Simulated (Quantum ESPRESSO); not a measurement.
Band energies of YTl

```
YTl
1.0
    3.77760     0.00000     0.00000
    0.00000     3.77760     0.00000
    0.00000     0.00000     3.77760
Y Tl
1 1
Direct
  0.50000   0.50000   0.50000
  0.00000   0.00000   0.00000
```

PBEsol (pw.x of Quantum ESPRESSO, ONCV potentials, scalar-relativistic); path ΓXMΓRX,MR; energies in eV from the Fermi level.

```
k (1/Å)  point  band 8  band 9  band 10  band 11  band 12  band 13  band 14  band 15
-------  -----  ------  ------  -------  -------  -------  -------  -------  -------
0.00         Γ  -11.45  -11.45    -8.94    -0.13    -0.13     3.04     3.04     3.04
0.24            -11.46  -11.45    -8.69    -0.53    -0.10     2.01     2.01     2.22
0.48            -11.48  -11.44    -7.98    -2.17    -0.04     1.14     1.14     2.68
0.83         X  -11.43  -11.41    -6.86    -4.10     0.03     0.61     0.61     3.35
1.04            -11.45  -11.40    -6.81    -3.85     0.17     0.32     0.79     3.16
1.35            -11.51  -11.30    -6.55    -2.67    -0.78     0.47     1.61     2.58
1.56            -11.55  -11.24    -6.36    -1.68    -1.36     0.04     2.21     2.35
1.66         M  -11.55  -11.23    -6.33    -1.45    -1.45    -0.13     2.32     2.32
1.88            -11.53  -11.27    -6.48    -1.93    -1.35     0.38     1.99     2.39
2.09            -11.49  -11.37    -7.00    -2.06    -1.09     0.73     1.54     2.58
2.41            -11.48  -11.45    -8.17    -0.85    -0.56     0.74     1.57     3.03
2.63            -11.46  -11.45    -8.74    -0.26    -0.20     1.59     2.18     3.15
2.84         Γ  -11.45  -11.45    -8.94    -0.13    -0.13     3.04     3.04     3.04
2.94            -11.45  -11.45    -8.89    -0.15    -0.15     2.38     2.86     2.86
3.15            -11.47  -11.46    -8.53    -0.28    -0.28     0.79     2.26     2.26
3.46            -11.50  -11.50    -7.49    -0.68    -0.68    -0.40     1.57     1.57
3.66            -11.41  -11.41    -6.69    -1.24    -1.24    -0.30     1.71     1.71
3.97            -11.28  -11.28    -5.43    -2.10    -2.10    -0.85     2.64     2.77
4.18            -11.23  -11.23    -4.56    -2.42    -2.42    -2.18     3.77     3.77
4.28         R  -11.23  -11.23    -4.36    -2.46    -2.46    -2.46     4.12     4.12
4.48            -11.26  -11.24    -4.93    -2.36    -2.29    -1.59     3.10     3.14
4.67            -11.34  -11.27    -5.72    -2.26    -1.82    -0.01     2.05     2.10
4.97            -11.50  -11.34    -6.49    -2.92    -0.73     0.88     1.42     2.17
5.16            -11.46  -11.39    -6.74    -3.62     0.03     0.34     0.98     2.88
5.46         X  -11.43  -11.41    -6.86    -4.10     0.03     0.61     0.61     3.35
5.46         M  -11.55  -11.23    -6.33    -1.45    -1.45    -0.13     2.32     2.32
5.55            -11.54  -11.23    -6.30    -1.49    -1.49    -0.07     2.37     2.37
5.83            -11.42  -11.23    -5.85    -1.92    -1.92     0.87     0.88     3.00
6.01            -11.31  -11.23    -5.25    -2.24    -2.24    -0.89     2.07     3.60
6.29         R  -11.23  -11.23    -4.36    -2.46    -2.46    -2.46     4.12     4.12
```

A metal at this level: along this path bands 12, 13 cross the Fermi level.

Spin-orbit coupling is left out; for elements this heavy it splits bands near the Fermi level.

Geometry of the Materials Project entry, not relaxed at this level.
